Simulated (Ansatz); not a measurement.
MoSe2:
```yaml
crystal:
  lattice:
    - [3.27706, 0.00000, 0.00000]
    - [-1.63853, 2.83801, 0.00000]
    - [0.00000, 0.00000, 12.73290]
  atoms:
    - { symbol: Mo, position: [0.66667, 0.33333, 0.25000] }
    - { symbol: Mo, position: [0.33333, 0.66667, 0.75000] }
    - { symbol: Se, position: [0.33333, 0.66667, 0.38147] }
    - { symbol: Se, position: [0.66667, 0.33333, 0.61853] }
    - { symbol: Se, position: [0.66667, 0.33333, 0.88147] }
    - { symbol: Se, position: [0.33333, 0.66667, 0.11853] }
```

Tensor components refer to the Cartesian frame of this cell.

Q: Give the high-frequency dielectric tensor and the Born effective charge tensors of the independent atoms from DFPT, PBE+D3(BJ) in the plane-wave PAW code Ansatz.

A: 
ε∞:
```
17.0  0.00  0.00
0.00  17.0  0.00
0.00  0.00  8.88
```
Z* of atom 1 (Mo), rows: field, columns: displacement, in e:
```
-1.80   0.00   0.00
 0.00  -1.80   0.00
 0.00   0.00  -1.09
```
Z* of atom 3 (Se), rows: field, columns: displacement, in e:
```
0.90  0.00  0.00
0.00  0.90  0.00
0.00  0.00  0.55
```

Static charges for comparison (Bader): Mo1 +0.96, Se3 -0.48 e. Born charges measure polarisation by displacement and can exceed these by far.

Space group P6_3/mmc. The PBE+D3(BJ) relaxation kept the symmetry of its start; phonons on a q-mesh show no instability. The run is not spin-polarised. Spin–orbit coupling is left out wherever it is not named.

Potentials: the later of the program's two PAW sets.
